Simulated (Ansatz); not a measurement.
Polymorphs of SiRh, each relaxed with DFT-PBEsol in the program Ansatz with PAW potentials:

A: P6/mmm
a = b = 5.253 Å, c = 3.806 Å, α = β = 90.00°, γ = 120.00°

```json
[
 {"atom": "Rh", "site": "3f", "symmetry": "mmm", "x": "0.0000", "y": "0.5000", "z": "0.0000"},
 {"atom": "Si", "site": "1a", "symmetry": "6/mmm", "x": "0.0000", "y": "0.0000", "z": "0.0000"},
 {"atom": "Si", "site": "2d", "symmetry": "-6m2", "x": "0.3333", "y": "0.6667", "z": "0.5000"}
]
```

B: P2_1/c
a = 4.571 Å, b = 4.570 Å, c = 5.532 Å, α = 90.00°, β = 116.09°, γ = 90.00°

```
atom  site  symmetry       x       y       z
----  ----  --------  ------  ------  ------
Si      4e         1  0.2085  0.1480  0.4347
Rh      4e         1  0.3005  0.8541  0.1139
```

Q: Put the candidates in order of energy per atom at 0 K, lowest first, for PBEsol.

A: B (+0 meV/atom), A (+344 meV/atom)

Constructed cells (a structure type filled with these elements, in neither database checked): A. Standing as an ambient phase not checked: B. Unstable at this level: A. All cells were relaxed under the symmetry of their starts (and spin orders); stability against distortions was not tested throughout. Rows with no word on spin ran without spin polarisation. Spin–orbit coupling is left out wherever it is not named.

Energies hold the estimated change up to a 700 eV cutoff; steps of a few meV lie near the error of the meshes.

Potentials: the later of the program's two PAW sets.
